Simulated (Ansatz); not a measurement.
Ti$_{2}$Zn (MoSi2 or CaC2 type, I4/mmm), the program Ansatz at the r²SCAN level (PAW), all energies at zero smearing, with the estimated change up to a 700 eV cutoff added, with one set of potentials and settings (totals compare only within such a set). Cell of 3 atoms (2 Ti, 1 Zn): -8334.991 eV.

```json
[
 {"element": "Ti", "reference phase": "P6/mmm, 3 atoms in the cell", "E (eV/atom)": "-2504.3896"},
 {"element": "Zn", "reference phase": "P6_3/mmc, 2 atoms in the cell", "E (eV/atom)": "-3325.6729"}
]
```

Formation energy per atom, worked out: (-8334.991 − 2×(-2504.3896) − 1×(-3325.6729))/3 = -0.180 eV/atom (-17 kJ per mol of atoms), at 0 K, without zero-point energy or fitted corrections.

The first step of the workflow began from a Materials Project structure, measured or hypothetical; the Crystallography Open Database copy checked does not list it. With Ti and Zn taken as one species the cell has the higher symmetry I4/mmm, so it may be an ordered model of a mixed-site phase. Its standing as an ambient phase is unchecked. The cell was relaxed with r²SCAN under the symmetry of its start; whether a distortion lowers the energy is not shown. No spin polarisation was allowed. The references are the lowest solids computed at this level, not always the standard phases.

Potentials: the later of the program's two PAW sets.
